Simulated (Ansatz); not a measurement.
Relaxed-ion elastic tensor of Zn (hcp (Mg type), P6_3/mmc) in GPa (Voigt order), r²SCAN in the plane-wave PAW code Ansatz; density 7.47 g/cm³, 14.53 Å³ per atom.

|  | 1 | 2 | 3 | 4 | 5 | 6 |
|---|---|---|---|---|---|---|
| 1 | 220 | 51.2 | 53.6 | 0.0 | 0.0 | 0.0 |
| 2 | 51.2 | 220 | 53.6 | 0.0 | 0.0 | 0.0 |
| 3 | 53.6 | 53.6 | 65.0 | 0.0 | 0.0 | 0.0 |
| 4 | 0.0 | 0.0 | 0.0 | 41.5 | 0.0 | 0.0 |
| 5 | 0.0 | 0.0 | 0.0 | 0.0 | 41.5 | 0.0 |
| 6 | 0.0 | 0.0 | 0.0 | 0.0 | 0.0 | 84.2 |

Q: Is the crystal mechanically stable?

A: Yes: the smallest eigenvalue of C is 40.1 GPa.

Q: Work out the Voigt, Reuss and Hill averages.

A: K_V = 91.2, K_R = 63.6, K_H = 77.4; G_V = 56.5, G_R = 42.3, G_H = 49.4 GPa.

Q: Give Young's modulus, Poisson's ratio, Pugh's ratio and the universal anisotropy index.

A: E = 9KG/(3K + G) = 122 GPa; ν = 0.24; K/G = 1.57 (brittle by the Pugh limit of 1.75); A_U = 5G_V/G_R + K_V/K_R − 6 = 2.11.

Q: Estimate the sound speeds and the Debye temperature.

A: v_l = √((K + 4G/3)/ρ) = 4380 m/s, v_t = √(G/ρ) = 2570 m/s, mean 2850 m/s; Θ = (h/k)(3n/4πV)^(1/3) v_m = 348 K.

Q: Solve the Christoffel equation for the three sound speeds along x, y, z.

A: Eigenvalues of C_ijkl n_j n_l equal ρv². In km/s, slowest first: x 2.36, 3.36, 5.42; y 2.36, 3.36, 5.42; z 2.36, 2.36, 2.95.

Q: How much does each axis shrink under pressure?

A: Linear compressibilities β_i = Σ_j S_ij (j = 1 to 3): x 0.96, y 0.96, z 14 per TPa.

Symmetry was held in the r²SCAN relaxation; of distortions, only those at the zone centre were tested. As this level gives no gap, shear constants depend on the k-mesh and smearing (Fermi–Dirac, 0.1 eV here).

Potentials: the earlier of the program's two PAW sets.
